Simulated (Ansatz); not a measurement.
The cell below belongs to a search over invented structures; it isn't taken from experiment.

Input and command of a plane-wave DFT calculation in Ansatz:

```yaml
crystal:
  lattice:
    - [4.4781326723, 0.0012427381, 0.0171948139]
    - [-2.2001145357, -5.3821273373, 0.018417702]
    - [0.0221648095, -0.0484966408, -11.1986490045]
  atoms:
    - { symbol: "Y", position: [0.0065543566, 0.0024922368, -0.0002325319] }
    - { symbol: "Y", position: [0.5076293956, 0.004057457, 0.4968862901] }
    - { symbol: Tl, position: [0.7047296862, 0.407447945, 0.9052324233] }
    - { symbol: Tl, position: [0.2071046079, 0.3799089278, 0.3987050714] }
    - { symbol: Tl, position: [0.7936399412, 0.604062087, 0.5924226625] }
    - { symbol: Tl, position: [0.3069288825, 0.6037743121, 0.1069947322] }
    - { symbol: Tl, position: [0.3920190172, 0.7944823093, 0.8024149557] }
    - { symbol: Tl, position: [0.9106517005, 0.8038038996, 0.2998114914] }
    - { symbol: Tl, position: [0.0836654594, 0.1909667861, 0.7039949632] }
    - { symbol: Tl, position: [0.587076953, 0.2090040393, 0.1937699421] }
basis:
  ecutwfc: 420
kpoints:
  mp_grid: { grid: [6, 4, 2] }
hamiltonian:
  xc: pbe
scf:
  occupations: { method: gaussian, width: 0.2 }
  lower_state_search: "off"
output:
  forces: true
  stress: true
  eigenvalues: true
relax:
  adjacent_minimum: "off"
  f_tol: 0.025
  max_steps: 60
  cell: { stress_tol: 0.25 }
```

```bash
ansatz run input.yaml --threads 1 --pin off --max-ram 2560MiB --backend cpu --events-out ev --progress --plain --runs-dir out
```

Processor: Intel(R) Xeon(R) Platinum 8488C (Sapphire Rapids), 1 thread, on a host shared with other jobs.

Task: Estimate time, memory and problem size.

Result: About 4 min, peak memory 0.76 GiB. It solves 76 bands at 28 k points (after reduction by symmetry) with about 5573 plane waves (on the last cell), in 56 SCF iterations over 9 ionic steps.
